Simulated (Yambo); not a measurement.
```
CELL_PARAMETERS angstrom
      3.74341     0.00000     0.00000
     -1.87171     3.24189     0.00000
      0.00000     0.00000     6.53307
ATOMIC_POSITIONS crystal
  O  0.00000 0.00000 0.50000
  O  0.00000 0.00000 0.00000
  Ba 0.33333 0.66667 0.25000
  Ba 0.66667 0.33333 0.75000
```

BaO (NiAs type, space group P6_3/mmc, No. 194): mean Im ε in 1 eV windows above the direct gap of 3.46 eV, for different electron-hole kernels (Yambo, broadening 0.15 eV, PBEsol (Quantum ESPRESSO, PseudoDojo norm-conserving, 84 Ry, with spin-orbit coupling) bands; 6×6×2 mesh, 12 valence and 10 conduction bands, static screening with 94 bands and a 4 Ry block, scissor 1.04 eV, Tamm-Dancoff; field along x).

```tsv
window (eV)	independent quasiparticles	BSE
3.5 to 4.5	0.3	0.9
4.5 to 5.5	1.1	5.7
5.5 to 6.5	5.6	6.0
6.5 to 7.5	4.9	3.4
```

This run doesn't resolve bound excitons or single peaks, so only averages are given, and they too depend on the mesh; weight that the attraction moves below the gap isn't listed. All transitions below 7.55 eV are in the band window. The scissor comes from a G0W0 run whose convergence isn't established.

Geometry relaxed with PBEsol.

This is not the ordinary phase of the substance; no match was found in the copy of COD used, and its stability was not checked.
